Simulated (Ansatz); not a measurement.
Theory: DFT PBE, scalar-relativistic, plane waves, PAW in Ansatz 0.2.0. All cells share a 420 eV cutoff and Γ-centred k meshes spaced about 0.3 Å⁻¹ or finer (0.25 for metals, 2π included). No spin polarisation in the final relaxations.

All energies are static (0 K, no zero-point motion). All come from trial cells, and lower structures may exist.

Question: These unrelaxed guesses for Al3RuN are each relaxed within their symmetry. Order them by the energy at which they end, lowest first.
A.

```
Al Ru N
1.0
     1.65000   -5.20000    0.00000
     1.65000    5.20000    0.00000
     0.00000    0.00000    7.80000
Al Ru N
6 2 2
Direct
  0.92600 0.07400 0.25000
  0.07400 0.92600 0.75000
  0.36400 0.63600 0.94500
  0.63600 0.36400 0.44500
  0.63600 0.36400 0.05500
  0.36400 0.63600 0.55500
  0.75000 0.25000 0.75000
  0.25000 0.75000 0.25000
  0.00000 0.00000 0.00000
  0.00000 0.00000 0.50000
```

B.

```
Al Ru N
1.0
     3.00000    0.00000    0.00000
     0.00000    3.00000    0.00000
     0.00000    0.00000    7.45000
Al Ru N
3 1 1
Direct
  0.50000 0.50000 0.72000
  0.50000 0.50000 0.28000
  0.00000 0.00000 0.00000
  0.00000 0.00000 0.50000
  0.50000 0.50000 0.00000
```

C.

```
Al Ru N
1.0
     3.90522    0.00000    0.00000
     0.00000    3.90522    0.00000
     0.00000    0.00000    5.11679
Al Ru N
3 1 1
Direct
  0.00000 0.00000 0.72164
  0.50000 0.00000 0.64555
  0.00000 0.50000 0.64555
  0.50000 0.50000 0.98968
  0.00000 0.00000 0.42379
```

Answer: B (ends in P4/mmm, 0 meV/atom), A (ends in Cmcm, 201 meV/atom), C (ends in P4mm, 296 meV/atom).

With atoms moved at random, P4/mmm (by 7 meV/atom) fell into a lower structure. Without a clear test, and held by symmetry: Cmcm and P4mm. Some types were kept out of the candidates beforehand, so the set may lack a known form.
